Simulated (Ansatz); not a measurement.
AlNi: from a starting cell to a relaxed one

The start is a generated trial cell of AlNi in the AFLOW prototype AB_hR6_160_3a_3a (as in SiC). The cell and all atomic positions are relaxed at zero pressure with PBE (plane waves to 420 eV, PAW, scalar-relativistic; Ansatz, a quantum-chemistry and plane-wave program). The first steps use a coarse 11×11×11 k-mesh.

Initial structure:
```
AlNi
1.0
    1.63831     0.94588     8.02603
   -1.63831     0.94588     8.02603
    0.00000    -1.89175     8.02603
Ni Al
3 3
Direct
  0.00000   0.00000   0.00000
  0.22222   0.22222   0.22222
  0.77778   0.77778   0.77778
  0.08333   0.08333   0.08333
  0.30556   0.30556   0.30556
  0.86111   0.86111   0.86111
```
Spin-polarised start, with parallel moments on Ni.

```yaml
initial_pressure: "+69.3 GPa (positive: the cell is compressed)"
largest_initial_force: 0.18 eV/Å, on Al4 (atoms numbered as listed)
outcome: The space group stays R3m (No. 160) (the run could not lower it), with 6 atoms in the primitive cell
energy_released: 1.80 eV/atom
volume_change: +16.4 %, from 12.44 to 14.47 Å³/atom
moments_at_the_end: zero (the starting moments vanished)
optimiser_moves: 25
```

Final values are on a 14×14×14 k-mesh of the relaxed cell. No spin polarisation in the result: the starting moments vanished. A magnetic state may lie lower.

The run could not lose the symmetry of its start; a randomly shaken copy of 12 atoms returns to this structure.

The relaxed structure here is a generated cell of AlNi: the first start was made by placing the elements on the sites of a structure type, and the end was not matched to a known phase here, so it may be hypothetical. Known forms of AlNi include space group No. 221.
